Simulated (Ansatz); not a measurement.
SnGe3 in space group P-4m2 (No. 115; Ge on 2g, Ge on 1a, Sn on 1c) at seven volumes, the program Ansatz at the PBE level (PAW), shape and atoms relaxed at each. One row is withheld.

```tsv
V (Å³/atom)	P (GPa)
24.515	6.00
25.323	?
26.131	1.66
26.939	0.00
27.747	-1.39
28.555	-2.56
29.364	-3.56
```

Q: Fit the shown pressures and predict the withheld one.

A: P = (3/2)B₀(x^(7/2) − x^(5/2))[1 + (3/4)(B′ − 4)(x − 1)] with x = (V₀/V)^(2/3). Least squares on the six rows gives V₀ = 26.940 Å³/atom, B₀ = 50.7 GPa, B′ = 4.79. At V = 25.323, x = 1.0421 and P = 3.64 GPa. The run itself gave 3.64 GPa.

The start of the workflow was typed in or built on a structure type; neither database checked (COD, Materials Project) lists it. Its standing as an ambient phase is unchecked. Symmetry was held in the PBE relaxation; its stability against distortions is not shown here. Spin–orbit coupling is left out wherever it is not named.

Potentials: the earlier of the program's two PAW sets.
